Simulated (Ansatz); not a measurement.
Ga2O3 (corundum, R-3c), plane-wave PAW r²SCAN (Ansatz code). The conduction-band minimum lies at Γ, with 1 equivalent valley. Second derivatives d²E/dk² of the lowest band at one valley (eV·Å²), along Cartesian directions:

```csv
direction,d²E/dk²
[100],30.60
[010],30.60
[001],29.99
[110],30.60
[101],30.30
[011],30.30
```

Task: Find the principal effective masses, the density-of-states mass and the conductivity mass.

Result: Off-diagonal terms follow from H_xy = H[110] − (H_xx + H_yy)/2, and m*/mₑ = 7.620 eV·Å² over each eigenvalue: 0.25, 0.25, 0.25. One valley's DOS mass (m₁m₂m₃)^(1/3) = 0.25, conductivity mass 3/(Σ 1/mᵢ) = 0.25 mₑ.

Task: What effective density of states Nc follows at 300 K for parabolic valleys?

Result: Nc = 2.509e19 × 1 × (0.25)^(3/2) ≈ 3.1e18 cm⁻³.

Task: With the computed static dielectric constant 14.2 (mean of the diagonal), estimate a hydrogenic donor's binding energy and radius.

Result: E = 13.606 eV × 0.25/14.2² ≈ 17 meV; a = 0.529 Å × ε/m* ≈ 30 Å. Semilocal masses tend to be too small where the gap is.

The r²SCAN relaxation kept the symmetry of its start; of distortions, only those at the zone centre were tested. Scalar-relativistic: spin–orbit coupling is off unless named, which matters more the heavier the elements.

Potentials: the earlier of the program's two PAW sets.
